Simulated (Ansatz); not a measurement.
## Two inputs for WS2 with phosphorus replacing S

This input was run with Ansatz:

```yaml
crystal:
  lattice:
    - [6.36, 0.0, 0.0]
    - [-4.77, 8.261882352, 0.0]
    - [0.0, 0.0, 12.5]
  atoms:
    - { symbol: W, position: [0.1666666666, 0.2222222222, 0.25] }
    - { symbol: W, position: [0.1666666666, 0.5555555556, 0.25] }
    - { symbol: W, position: [0.1666666666, 0.8888888889, 0.25] }
    - { symbol: W, position: [0.6666666666, 0.2222222222, 0.25] }
    - { symbol: W, position: [0.6666666666, 0.5555555556, 0.25] }
    - { symbol: W, position: [0.6666666666, 0.8888888889, 0.25] }
    - { symbol: W, position: [0.3333333334, 0.1111111111, 0.75] }
    - { symbol: W, position: [0.3333333334, 0.4444444444, 0.75] }
    - { symbol: W, position: [0.3333333334, 0.7777777778, 0.75] }
    - { symbol: W, position: [0.8333333334, 0.1111111111, 0.75] }
    - { symbol: W, position: [0.8333333334, 0.4444444444, 0.75] }
    - { symbol: W, position: [0.8333333334, 0.7777777778, 0.75] }
    - { symbol: P, position: [0.1666666666, 0.2222222222, 0.625] }
    - { symbol: S, position: [0.1666666666, 0.5555555556, 0.625] }
    - { symbol: S, position: [0.1666666666, 0.8888888889, 0.625] }
    - { symbol: S, position: [0.6666666666, 0.2222222222, 0.625] }
    - { symbol: S, position: [0.6666666666, 0.5555555556, 0.625] }
    - { symbol: S, position: [0.6666666666, 0.8888888889, 0.625] }
    - { symbol: S, position: [0.3333333334, 0.1111111111, 0.125] }
    - { symbol: S, position: [0.3333333334, 0.4444444444, 0.125] }
    - { symbol: S, position: [0.3333333334, 0.7777777778, 0.125] }
    - { symbol: S, position: [0.8333333334, 0.1111111111, 0.125] }
    - { symbol: S, position: [0.8333333334, 0.4444444444, 0.125] }
    - { symbol: S, position: [0.8333333334, 0.7777777778, 0.125] }
    - { symbol: S, position: [0.1666666666, 0.2222222222, 0.875] }
    - { symbol: S, position: [0.1666666666, 0.5555555556, 0.875] }
    - { symbol: S, position: [0.1666666666, 0.8888888889, 0.875] }
    - { symbol: S, position: [0.6666666666, 0.2222222222, 0.875] }
    - { symbol: S, position: [0.6666666666, 0.5555555556, 0.875] }
    - { symbol: S, position: [0.6666666666, 0.8888888889, 0.875] }
    - { symbol: S, position: [0.3333333334, 0.1111111111, 0.375] }
    - { symbol: S, position: [0.3333333334, 0.4444444444, 0.375] }
    - { symbol: S, position: [0.3333333334, 0.7777777778, 0.375] }
    - { symbol: S, position: [0.8333333334, 0.1111111111, 0.375] }
    - { symbol: S, position: [0.8333333334, 0.4444444444, 0.375] }
    - { symbol: S, position: [0.8333333334, 0.7777777778, 0.375] }
total_charge: -1
kpoints:
  mp_grid: { grid: [4, 3, 2] }
scf:
  occupations: { method: fermi_dirac, width: 0.01 }
  n_extra_bands: 8
  convergence: { dr2_threshold: 1.0e-11 }
hamiltonian:
  xc: pbe
  pseudopotentials: { kind: paw }
output:
  forces: true
  stress: true
  populations: true
  efg: { quadrupole_moments_barn: { S: -0.0694 }, contact_densities: true }
```

```sh
ansatz run input.yaml --threads 4 --pin off --max-ram 8192MiB --backend cpu --events-out ev --progress --plain --runs-dir out
```

It converged. Of its output the block on the nuclei alone is shown, without the SCF iterations, energies, forces and stress (one atom of each set, the first 14 sets):

```
--- PAW observables at the nuclei: V_zz in 10²¹ V/m², potentials from the cell's mean, atoms counted from 1 ---
  atom   1  W  V_zz =   -18.445700   η = 0.0067   by run symmetry: allowed
            electrostatic potential = -14805.156293 V   contact ρ = 8821986.943017 e/Å³
  atom   2  W  V_zz =   -18.086974   η = 0.0057   by run symmetry: allowed
            electrostatic potential = -14805.152560 V   contact ρ = 8821987.165982 e/Å³
  atom   3  W  V_zz =   -18.062106   η = 0.0127   by run symmetry: allowed
            electrostatic potential = -14805.149736 V   contact ρ = 8821987.275170 e/Å³
  atom   4  W  V_zz =   -18.119932   η = 0.0063   by run symmetry: allowed
            electrostatic potential = -14805.154418 V   contact ρ = 8821987.435286 e/Å³
  atom   5  W  V_zz =   -18.150356   η = 0.0044   by run symmetry: allowed
            electrostatic potential = -14805.152728 V   contact ρ = 8821987.172781 e/Å³
  atom   6  W  V_zz =   -18.103272   η = 0.0088   by run symmetry: allowed
            electrostatic potential = -14805.148678 V   contact ρ = 8821987.335310 e/Å³
  atom   7  W  V_zz =   -21.804579   η = 0.0693   by run symmetry: allowed
            electrostatic potential = -14806.139157 V   contact ρ = 8821989.657135 e/Å³
  atom   8  W  V_zz =   -21.473212   η = 0.0123   by run symmetry: allowed
            electrostatic potential = -14806.109428 V   contact ρ = 8821990.283301 e/Å³
  atom   9  W  V_zz =   -16.791199   η = 0.2127   by run symmetry: allowed
            electrostatic potential = -14805.866468 V   contact ρ = 8821984.159720 e/Å³
  atom  11  W  V_zz =   -16.517570   η = 0.1006   by run symmetry: allowed
            electrostatic potential = -14805.838602 V   contact ρ = 8821983.507723 e/Å³
  atom  12  W  V_zz =   -16.631245   η = 0.1571   by run symmetry: allowed
            electrostatic potential = -14805.835750 V   contact ρ = 8821983.917951 e/Å³
  atom  13  P  V_zz =    -5.781299   η = 0.0071   by run symmetry: allowed
            electrostatic potential = -1500.794446 V   contact ρ = 16024.434028 e/Å³
  atom  14  S  V_zz =    -4.576772   η = 0.1115   by run symmetry: allowed   C_q = +7.6802 MHz
            electrostatic potential = -1638.465511 V   contact ρ = 19770.010584 e/Å³
  atom  15  S  V_zz =    -4.519958   η = 0.1277   by run symmetry: allowed   C_q = +7.5849 MHz
            electrostatic potential = -1638.465562 V   contact ρ = 19770.003411 e/Å³
```

Task: Can these gradients be trusted, and how do they compare with a run on standard settings?

Result: They agree with the standard run. Against the standard input the change is `scf.n_extra_bands`: not typed → 8; `scf.convergence.dr2_threshold`: not typed → 1e-11. A site carries the number of its first atom; V_zz in 10²¹ V/m².

```csv
site,atom,V_zz standard,η standard,V_zz here,η here
W2,2,-18.09,0.01,-18.09,0.01
W3,3,-18.06,0.01,-18.06,0.01
W5,5,-18.15,0.00,-18.15,0.00
W6,6,-18.10,0.01,-18.10,0.01
W7,7,-21.8,0.07,-21.8,0.07
W8,8,-21.5,0.01,-21.5,0.01
W9,9,-16.79,0.21,-16.79,0.21
P,13,-5.78,0.01,-5.78,0.01
S23,23,-4.82,0.01,-4.82,0.01
S28,28,-3.98,0.06,-3.98,0.06
S29,29,-4.21,0.25,-4.21,0.25
S33,33,-4.79,0.00,-4.79,0.00
```

All printed values agree. The table leaves out 19 of the 31 sites, with |V_zz| up to 18.45; their tensors move by 0.01 at most along any direction. SCF iterations: 11 and 18.

On the reference run: The defect repeats with the cell of 36 atoms, so it feels its images: sites between two images don't show the values beside a lone defect, and zeros or small values of η there can come from the images' arrangement. S and W carry a gradient in the pure host already, so the values there aren't the defect's effect alone. A uniform background compensates the cell's charge. Without spin–orbit coupling the gradients at and beside W can be off by some per cent, at some sites by more. The neighbours have not yet relaxed around the defect (largest force 1.1 eV/Å), so a real crystal will differ.
